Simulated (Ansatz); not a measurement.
An Ansatz input:

```yaml
crystal:
  lattice:
    - [2.4789977138, 0.0, 0.0]
    - [-1.2394988569, 2.1468749961, 0.0]
    - [0.0, 0.0, 4.0764078532]
  atoms:
    - { symbol: Ni, position: [0.3333333333, 0.6666666667, 0.25] }
    - { symbol: Ni, position: [0.6666666667, 0.3333333333, 0.75] }
hamiltonian:
  xc: lda
  pseudopotentials:
    kind: paw
    azcp:
      Ni: "pseudopotentials/Ni.paw.azcp"
basis:
  ecutwfc: 420
  fft_grid_basis: typed
kpoints:
  mp_grid: { grid: [17, 17, 9], shift: [0, 0, 0] }
magnetization:
  spin_polarized: false
scf:
  occupations: { method: fermi_dirac, width: 0.1 }
  lower_state_search: "off"
output:
  stress: true
  write_density: true
  write_potential: true
  elf: true
  volumetric_format: npy
```

and its output:

```
Warning: the record states the generating functional pbe (its physics header spells it `PBE`), which answers neither for hamiltonian.xc's functional nor for the lda family's — results may be inconsistent (PPs are generated against a specific XC)
Engine: ansatz 0.2.0, aarch64-unknown-linux-gnu
Pseudopotentials: kind: paw
Pseudopotential: Ni, paw, valence charge 18, recommended cutoff 420 eV (normal) 
Functional definition: SPW92
  exchange = slater_x
  correlation = pw_c
Crystal: 2 atoms, lattice volume = 21.695 Å³
Basis set: ecut = 420 eV, 391 PW (Γ)
Bands: 22, of which v1, the nominal top of the filled ones, is band 18 counted from 1 (17 counted from 0)
Symmetry: 24 space group operations
Space group: P63/mmc (ITA 194), of the structure as read, at distance tolerance 2.8e-5 Å
k-points: 165 of 2601
Non-local potential: Ni, projectors of the file, l = 0: 3, l = 1: 2, l = 2: 3, l = 3: 1
PAW form: soft (Blöchl's): semilocal exchange-correlation on the pseudo side does not see the compensation charge
PAW frozen core: Ni, regenerated for the run's functional, and the local potential with it (the file was generated under x = pbe(κ = 0.804, μ = 0.2195149727645171), c = pbe(β = 0.06672455060314922))
PAW one-centre angular grid: Ni, 590 points (default); XC on 64 Gauss nodes
Initial density: superposition of atomic densities (neutral atoms: chi_scale 0, normalization atom), corrected by the library's trained network
Initial wavefunctions: pseudopotential atomic-orbital guess
Functional: x = slater, c = lda
SCF iter   1: F=—  HF=-11546.644416 eV  |F-HF|=—  |Δ(HF+E_count)|=         —  Δρ=2.74e-2  dr2=7.29e-2  ethr=1.77e-3  ⟨swp⟩=4.5  Hψ=13249  notcnv=0
SCF iter   2: F=—  HF=-11546.631330 eV  |F-HF|=—  |Δ(HF+E_count)|=   1.31e-2  Δρ=9.44e-3  dr2=8.58e-3  ethr=2.03e-4  ⟨swp⟩=2.6  Hψ=6656  notcnv=0
SCF iter   3: F=—  HF=-11546.630066 eV  |F-HF|=—  |Δ(HF+E_count)|=   1.26e-3  Δρ=1.11e-3  dr2=8.96e-5  ethr=2.38e-5  ⟨swp⟩=2.6  Hψ=5565  notcnv=0
SCF iter   4: F=—  HF=-11546.630028 eV  |F-HF|=—  |Δ(HF+E_count)|=   3.81e-5  Δρ=5.33e-4  dr2=1.13e-5  ethr=2.49e-7  ⟨swp⟩=2.5  Hψ=6254  notcnv=0
SCF iter   5: F=—  HF=-11546.630024 eV  |F-HF|=—  |Δ(HF+E_count)|=   4.68e-6  Δρ=5.82e-5  dr2=2.75e-7  ethr=3.14e-8  ⟨swp⟩=1.0  Hψ=3638  notcnv=0
SCF iter   6: F=-11546.630024 eV  HF=-11546.630024 eV  |F-HF|=8.26e-10  |Δ(HF+E_count)|=   1.45e-7  Δρ=3.76e-6  dr2=1.23e-9  ethr=2.78e-10  ⟨swp⟩=9.2  Hψ=26146  notcnv=0
SCF 1 converged in 6 iterations: F = -11546.630024 eV  dr2 = 1.23e-9
SCF converged after 6 iterations
Free energy (F): -11546.630024 eV
Harris-Foulkes:  -11546.630024 eV  (|F-HF|=8.26e-10)
Internal energy: -11546.441546 eV  (E = F + TS)
E sigma→0 (E₀):  -11546.535785 eV
Entropy (-TS):   -0.188477 eV (-94.239 meV/atom)
Fermi energy:    17.649776 eV
--- Per-component energies (eV) ---
  E_band       = -572.680085
  E_kinetic    = 566.090082
  E_local      = -6870.932066  (includes V_loc(G=0)·N_el)
  E_nonlocal   = 1277.479634
  E_hartree    = 2862.227836
  E_xc         = -169.068027
  E_vxc        = -218.858539  (∫ρ·V_xc dr)
  E_paw        = -3126.050027  (= ΣΔE_a)
  E_vpaw       = -1050.912489  (= ΣTr[D̂ρ^β])
  E_aug_tail   = 0.000943  (compensation charges beyond the density's cutoff)
  E_ewald      = -6087.058163
  E_core_change = 0.868241  (= ΣΔE_core)
  E_smearing   = -0.188477  (= −TS)
  E_closure    = 0.000000  (closes the sum)
  Σ components = -11546.630024   (vs F -11546.630024, Δ=0.00e0)
--- Stress (GPa, compression-positive) ---
      -16.260120       0.000000      -0.000000
        0.000000     -16.260120      -0.000000
       -0.000000      -0.000000     -16.216607
  P = ⅓ Tr σ = -16.2456 GPa (-162.456 kbar)
--- Band table (eV; the first three rows and the last of 165) ---
  k-point 0: bands = ["-84.5849", "-84.5499", "-45.4854", "-45.3151", "-45.3151", "-45.2831", "-45.2831", "-45.2587", "8.6594", "13.0906", "15.6958", "15.7939", "15.7939", "16.0720", "16.0720", "16.5085", "16.5085", "17.3551", "17.4845", "17.4845", "23.5324", "40.3550"]
  k-point 1: bands = ["-84.5838", "-84.5510", "-45.4787", "-45.3142", "-45.3142", "-45.2841", "-45.2841", "-45.2656", "8.7796", "13.0190", "15.6660", "15.7698", "15.7698", "16.0439", "16.0439", "16.5716", "16.5716", "16.9279", "17.4763", "17.4763", "24.2535", "40.3193"]
  k-point 2: bands = ["-84.5808", "-84.5540", "-45.4592", "-45.3114", "-45.3114", "-45.2869", "-45.2869", "-45.2855", "9.1352", "12.7441", "15.5841", "15.7274", "15.7274", "15.9703", "15.9703", "16.1329", "16.7260", "16.7260", "17.4449", "17.4449", "25.9851", "38.9728"]
  k-point 164: bands = ["-84.5399", "-84.5395", "-45.4640", "-45.4621", "-45.4260", "-45.4155", "-45.3130", "-45.3108", "14.3560", "14.4458", "14.7479", "14.7593", "15.3074", "15.3362", "16.3895", "16.5474", "17.4981", "17.5352", "22.9966", "23.0044", "24.8726", "25.4872"]
```
